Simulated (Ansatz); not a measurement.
PtBr$_{2}$, one cell by several methods

```
CELL_PARAMETERS angstrom
0.00000 3.31029 3.31029
3.31029 0.00000 3.31029
3.31029 3.31029 0.00000
ATOMIC_POSITIONS crystal
Pt 0.00000 0.00000 0.00000
Br 0.25000 0.25000 0.25000
Br 0.75000 0.75000 0.75000
```

Atoms are numbered in the order listed.

The structure comes from a relaxation in the same program, started in the fluorite type, and has space group Fm-3m. Whether it is a known phase or the ground state wasn't checked.

Spin–orbit coupling is left out, though it moves levels of the heavy atoms by tenths of an eV or more.

Levels of theory: DFT, PBE, PAW with Ansatz's default frozen-core files, scalar-relativistic (Ansatz 0.2.0); DFT, PBE, all-electron LAPW, scalar-relativistic (Ansatz 0.2.0).

For PAW: a Γ-centred 11×11×11 k mesh, Fermi–Dirac smearing of 0.05 eV, cutoff 420 eV, no spin polarisation. LAPW targets a basis error of 1 meV/atom. The Ansatz runs share mesh, smearing and spin set-up. Plane-wave (PAW) pressures include the program's estimate of the Pulay term.

Stress and pressure are positive in compression.

Levels count from the Fermi level.

PAW results:

| quantity | PAW |
| --- | --- |
| pressure (GPa) | 0.03 |
| highest filled level at Γ (eV) | -1.945 |
| lowest empty level at Γ (eV) | 0.132 |
| highest filled level at L (eV) | -1.702 |
| lowest empty level at L (eV) | 0.114 |
| highest filled level at K (eV) | -0.240 |
| lowest empty level at K (eV) | 0.098 |

Task: What does LAPW (all electrons) give for the same quantities?

Result: 
```tsv
quantity	LAPW
pressure (GPa)	0.03
highest filled level at Γ (eV)	-1.946
lowest empty level at Γ (eV)	0.132
highest filled level at L (eV)	-1.702
lowest empty level at L (eV)	0.114
highest filled level at K (eV)	-0.240
lowest empty level at K (eV)	0.098
```
